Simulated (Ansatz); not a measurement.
Input file for Ansatz (a quantum-chemistry and plane-wave program):

Ansatz 0.2 input:
```yaml
crystal:
  lattice:
    - [4.2454095466, 0.0, 0.0]
    - [0.0, 4.2454095466, 0.0]
    - [0.0, 0.0, 4.2454095466]
  atoms:
    - { symbol: Tl, position: [0.0, 0.0, 0.0] }
    - { symbol: I, position: [0.5, 0.5, 0.5] }
kpoints:
  mp_grid: { grid: [5, 5, 5] }
hamiltonian:
  xc: hse06
  pseudopotentials: { kind: paw }
scf:
  n_extra_bands: 6
  occupations: { method: fixed }
output:
  eigenvalues: true
  eigenstates:
    e_range: [-9.0, 11.1]
    kpoints:
      - [0.169271, 0.171875, 0.171875]  # VBM
      - [0.5, 0.5, 0.5]  # CBM
      - [0.0, 0.0, 0.0]  # GAMMA
      - [0.5, 0.5, 0.5]  # R
      - [0.5, 0.5, 0.0]  # M
      - [0.0, 0.5, 0.0]  # X
```

Output (shortened):

```
Pseudopotential: Tl, paw, valence charge 13
Pseudopotential: I, paw, valence charge 17
Functional definition: HSE06
davidson cushion auto → on  (no smearing: the cushion is to keep the highest requested band from converging to the state above it …
Crystal: 2 atoms, lattice volume = 76.517 Å³
Basis set: ecut = 420 eV, 1503 PW (Γ)
Bands: 21, of which v1, the nominal top of the filled ones, is band 15 counted from 1 (14 counted from 0)
Symmetry: 48 space group operations
Space group: Pm-3m (ITA 221), of the structure as read, at distance tolerance 4.2e-5 Å
k-points: 10 of 125
SCF iter   1: F=—  HF=-18958.317527 eV  |F-HF|=—  |Δ(HF+E_count)|=         —  Δρ=8.58e-4  dr2=9.78e-4  ethr=1.77e-3  ⟨swp⟩=10.9  Hψ=986  notcnv=1
preconditioner: auto → none
iter 2 solved again at ethr=2.14e-7 eV; its pass at ethr=3.26e-6 eV (dr2=6.41e-5 eV) is discarded
SCF iter   2: F=-18958.317883 eV  HF=-18958.317860 eV  |F-HF|=2.34e-5  |Δ(HF+E_count)|=   3.33e-4  Δρ=2.60e-4  dr2=6.38e-5  ethr=2.14e-7  ⟨swp⟩=2.5  Hψ=1262  notcnv=0  defer=1
SCF 1 stopped early in 2 iterations: F = -18958.317883 eV  dr2 = 6.38e-5
Crystal: 2 atoms, lattice volume = 76.517 Å³
Exchange kernel: α = 0.2500, screened, ω = 0.2079 Å⁻¹, Wigner–Seitz truncation, v(0) = 1046.1241 eV·Å³, q-mesh 5×5×5, nearest image of the exchange supercell L …
Frozen-core exchange: fock
SCF iter   1: F=—  HF=-18966.541880 eV  |F-HF|=—  |Δ(HF+E_count)|=         —  Δρ=3.97e-3  dr2=1.63e-2  ethr=2.13e-6  ⟨swp⟩=7.0  Hψ=1054  notcnv=0
preconditioner: auto → none
SCF iter   2: F=—  HF=-18966.536193 eV  |F-HF|=—  |Δ(HF+E_count)|=   5.69e-3  Δρ=1.12e-3  dr2=1.39e-3  ethr=2.13e-6  ⟨swp⟩=4.0  Hψ=739  notcnv=0
SCF iter   3: F=—  HF=-18966.540811 eV  |F-HF|=—  |Δ(HF+E_count)|=   4.62e-3  Δρ=6.83e-4  dr2=3.96e-4  ethr=2.13e-6  ⟨swp⟩=3.9  Hψ=676  notcnv=0
SCF iter   4: F=—  HF=-18966.540715 eV  |F-HF|=—  |Δ(HF+E_count)|=   9.65e-5  Δρ=1.72e-4  dr2=1.84e-5  ethr=1.25e-6  ⟨swp⟩=3.0  Hψ=519  notcnv=0
SCF iter   5: F=-18966.540745 eV  HF=-18966.540746 eV  |F-HF|=4.16e-7  |Δ(HF+E_count)|=   3.11e-5  Δρ=4.67e-5  dr2=1.50e-6  ethr=4.95e-8  ⟨swp⟩=3.8  Hψ=606  notcnv=0
SCF 2 stopped early in 5 iterations: F = -18966.540745 eV  dr2 = 1.50e-6
hybrid outer 1: dexx = +5.072e-3 eV, tail = 1.12e-5 eV
Crystal: 2 atoms, lattice volume = 76.517 Å³
Exchange kernel: α = 0.2500, screened, ω = 0.2079 Å⁻¹, Wigner–Seitz truncation, v(0) = 1046.1241 eV·Å³, q-mesh 5×5×5, nearest image of the exchange supercell L …
Frozen-core exchange: fock
SCF iter   1: F=—  HF=-18966.540561 eV  |F-HF|=—  |Δ(HF+E_count)|=         —  Δρ=4.36e-5  dr2=1.33e-6  ethr=1.86e-7  ⟨swp⟩=3.0  Hψ=524  notcnv=0
preconditioner: auto → none
iter 2 solved again at ethr=1.30e-10 eV; its pass at ethr=4.21e-9 eV (dr2=3.91e-8 eV) is discarded
SCF iter   2: F=-18966.540560 eV  HF=-18966.540560 eV  |F-HF|=1.36e-9  |Δ(HF+E_count)|=   4.43e-7  Δρ=1.23e-5  dr2=5.96e-8  ethr=1.30e-10  ⟨swp⟩=3.2  Hψ=1152  notcnv=0
SCF 3 converged in 2 iterations: F = -18966.540560 eV  dr2 = 5.96e-8
hybrid outer 2: dexx = +1.926e-7 eV, tail = 1.42e-7 eV, Δε = 2.77e-3 eV (about 3.65e-4 eV left of the loop's levels)
NSCF: frozen V_eff on 6 k-points
hybrid SCF converged: 2 outer / 7 inner (+2 warm-up), last move |dexx| = 1.93e-7 eV, tail = 1.42e-7 eV
Stability not checked (fock_operator)
Free energy (F): -18966.540561 eV
Frozen-core exchange: fock
Harris-Foulkes:  -18966.540561 eV  (|F-HF|=1.36e-9)
Internal energy: -18966.540561 eV  (E = F + TS)
E sigma→0 (E₀):  -18966.540561 eV
Fermi energy:    5.210493 eV
--- Per-component energies (eV) ---
  E_band       = -459.961950
  E_kinetic    = 521.053746
  E_local      = -2933.937864  (includes V_loc(G=0)·N_el)
  E_nonlocal   = 225.831025
  E_hartree    = 1371.589304
  E_xc         = -287.089260
  E_vxc        = -216.370177  (∫ρ·V_xc dr)
  E_exx        = -77.984650  (= α·E_x^exact, valence–valence)
  E_paw        = -14981.223191  (= ΣΔE_a)
  E_vpaw       = -643.747301  (= ΣTr[D̂ρ^β])
  E_aug_tail   = 0.000017  (compensation charges beyond the density's cutoff)
  E_ewald      = -2804.926095
  E_core_change = 0.146408  (= ΣΔE_core)
  E_smearing   =  0.000000  (= −TS)
  E_closure    = 0.000000  (closes the sum)
  Σ components = -18966.540561   (vs F -18966.540561, Δ=0.00e0)
  [band-id]    e_kinetic+e_local+e_nonlocal+2·e_hartree+e_vxc+2·e_exx+e_vpaw+e_augmentation_tail = -459.961247   (vs E_band -459.961950, Δ=7.03e-4)
--- Band table (eV; the first three rows and the last of 10) ---
  k-point 0: bands = ["-40.7707", "-40.7707", "-40.7707", "-40.7697", "-40.7697", "-7.4094", "-6.3669", "-6.3669", "-6.2771", "-6.2771", "-6.2771", "0.7239", "4.2348", "4.2348", "4.2348", "11.9062", "11.9062", "12.6518", "12.6518", "12.6518", "16.1458"]
  k-point 1: bands = ["-40.7707", "-40.7707", "-40.7707", "-40.7697", "-40.7696", "-7.2919", "-6.3651", "-6.3408", "-6.2890", "-6.2890", "-6.2761", "0.2780", "4.4173", "4.4209", "4.4209", "10.4186", "12.0033", "12.0033", "12.1516", "13.7318", "17.1447"]
  k-point 2: bands = ["-40.7707", "-40.7707", "-40.7707", "-40.7697", "-40.7693", "-7.0816", "-6.3622", "-6.3081", "-6.3081", "-6.2994", "-6.2746", "-0.4249", "4.7649", "4.7649", "5.0526", "8.3157", "11.0200", "11.0200", "12.7523", "15.3480", "16.9858"]
  k-point 9: bands = ["-40.7708", "-40.7708", "-40.7708", "-40.7691", "-40.7691", "-6.7685", "-6.3430", "-6.3430", "-6.2515", "-6.2515", "-6.2039", "1.4355", "3.3476", "3.3638", "3.3638", "8.1181", "8.1181", "8.9726", "16.9986", "17.7207", "17.7207"]
```

Cost: around 2.0 core-minutes (rough) on shared cores.

The points marked VBM and CBM come from a semilocal run.

The first step of the workflow began from a Materials Project structure, measured or hypothetical; the Crystallography Open Database files this formula in space group No. 221, but the cells were not matched. Whether it is the stable phase at ambient conditions was not checked. Symmetry was held in the r²SCAN+D4 relaxation; its stability against distortions is not shown here. Spin–orbit coupling is left out wherever it is not named.

Potentials: the later of the program's two PAW sets.

Ansatz is a plane-wave DFT program.
